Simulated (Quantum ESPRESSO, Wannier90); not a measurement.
ZnCdO2 (P3m1): Wannier90 run

Cell from Materials Project (mp-1215505), symmetrised, no further relaxation. Not found in the COD (Crystallography Open Database) copy used; not checked further. Computed values, not measurements, from PBEsol: Quantum ESPRESSO (norm-conserving PseudoDojo potentials, cutoff 82 Ry, no spin polarisation, no spin-orbit coupling) on a Γ-centred 6×6×4 mesh, then Wannier90. Density: 12×12×6 mesh, Gaussian smearing 0.01 Ry.

```
begin unit_cell_cart
ang
    3.4464300293    0.0000000000    0.0000000000
   -1.7232150146    2.9846959577    0.0000000000
    0.0000000000    0.0000000000    5.7052700000
end unit_cell_cart
mp_grid = 6 6 4
```

Neighbour vectors b of the finite-difference formula (Å⁻¹), by shell:

| shell | b_x | b_y | b_z |
|---|---|---|---|
| 1 | 0.00000 | 0.00000 | 0.27532 |
| 1 | 0.00000 | 0.00000 | -0.27532 |
| 2 | 0.00000 | 0.35086 | 0.00000 |
| 2 | 0.30385 | 0.17543 | 0.00000 |
| 2 | 0.00000 | -0.35086 | 0.00000 |
| 2 | 0.30385 | -0.17543 | 0.00000 |
| 2 | -0.30385 | -0.17543 | 0.00000 |
| 2 | -0.30385 | 0.17543 | 0.00000 |

**Question.** Find the weights w_b from the completeness condition Σ_b w_b b_α b_β = δ_αβ.

**Answer.** Shell 1: Σ b_x² = 0.000, Σ b_y² = 0.000, Σ b_z² = 0.152 Å⁻²
Shell 2: Σ b_x² = 0.369, Σ b_y² = 0.369, Σ b_z² = 0.000 Å⁻²
Each of the three diagonal sums, weighted, has to give 1 and the off-diagonal ones 0, which holds for w_1 = 6.60 Å², w_2 = 2.71 Å². Check on xx: 6.60×0.000 + 2.71×0.369 = 1.00.

On this mesh the 5 functions of bands 11-15 (bands 11-15; start: atomic waves Cd 4d, conv_tol = 1.0e-6) end with spreads 1.5770, 1.2515, 1.2520, 1.4561, 1.4516 Å², Ω_I = 6.7790 Å² and Ω_D = 0.0344 Å².

Ω_total is the sum of the spreads, 6.988 Å². Ω_OD = Ω_total − Ω_I − Ω_D = 0.175 Å². Only (Ω_D + Ω_OD)/Ω_total = 3.0 % depends on the gauge, and another start could lower the total by that share at most. The rms radius is √(Ω_total/5) = 1.18 Å.
